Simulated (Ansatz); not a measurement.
BeSe in space group P-6m2 (No. 187; Be on 1a, Se on 1f) at seven volumes, plane-wave PAW PBE (Ansatz code), shape and atoms relaxed at each. One row is withheld.

```
V (Å³/atom)  P (GPa)
-----------  -------
14.346          7.87
14.819          4.88
15.291          2.34
15.764          0.00
16.237         -2.12
16.710             ?
17.183         -5.47
```

Fit the shown pressures and predict the withheld one.

P = (3/2)B₀(x^(7/2) − x^(5/2))[1 + (3/4)(B′ − 4)(x − 1)] with x = (V₀/V)^(2/3). Least squares on the six rows gives V₀ = 15.760 Å³/atom, B₀ = 72.6 GPa, B′ = 3.07. At V = 16.710, x = 0.9617 and P = -3.88 GPa. The run itself gave -3.94 GPa.

A made-up cell: these elements were put on the sites of a structure type; neither database checked (COD, Materials Project) lists it. COD files the formula under space group No. 216, so this cell is another polymorph or a model. Its standing as an ambient phase is unchecked. The PBE relaxation kept the symmetry of its start; its stability against distortions is not shown here.

Potentials: the later of the program's two PAW sets.
